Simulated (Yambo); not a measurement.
**How GW settings move the gap: K$_{3}$RhF$_{6}$**

G0W0@PBEsol for K3RhF6 (space group Fm-3m, No. 225) in Yambo. Reference settings: 2×2×2 Γ-centred k mesh, bands 5 to 328 and a 8 Ry block in the screening, 328 bands in G with the Bruneval-Gonze terminator, plasmon pole fitted at 27.2 eV. The PBEsol gap X → X on this mesh is 2.11 eV; G0W0 gaps are taken between the same points.

```json
[
 {"change from the reference": "reference settings", "G0W0 gap X → X (eV)": "5.98", "shift of the valence edge (eV)": "-1.62"},
 {"change from the reference": "212 bands in W, 212 bands in G", "G0W0 gap X → X (eV)": "6.02", "shift of the valence edge (eV)": "-1.58"},
 {"change from the reference": "127 bands in G", "G0W0 gap X → X (eV)": "6.02", "shift of the valence edge (eV)": "-1.62"},
 {"change from the reference": "212 bands in G", "G0W0 gap X → X (eV)": "5.97", "shift of the valence edge (eV)": "-1.62"},
 {"change from the reference": "157 bands in W", "G0W0 gap X → X (eV)": "6.06", "shift of the valence edge (eV)": "-1.53"},
 {"change from the reference": "1 Ry block", "G0W0 gap X → X (eV)": "7.40", "shift of the valence edge (eV)": "-2.49"},
 {"change from the reference": "3 Ry block", "G0W0 gap X → X (eV)": "6.16", "shift of the valence edge (eV)": "-1.71"},
 {"change from the reference": "pole fitted at 40 eV", "G0W0 gap X → X (eV)": "6.09", "shift of the valence edge (eV)": "-1.70"},
 {"change from the reference": "127 bands in G, no terminator", "G0W0 gap X → X (eV)": "6.11", "shift of the valence edge (eV)": "-0.92"},
 {"change from the reference": "212 bands in G, no terminator", "G0W0 gap X → X (eV)": "6.00", "shift of the valence edge (eV)": "-1.21"}
]
```

The reference isn't shown to be the converged limit.

Spin-orbit splittings are left out.

Geometry of the Materials Project entry, not relaxed at this level; primitive cell a = b = c = 6.2375 Å, α = β = γ = 60.00°.

The structure is a Materials Project entry; no match was found in the copy of COD used, and its stability was not checked.

A shift is the quasiparticle energy of the state minus its PBEsol energy.
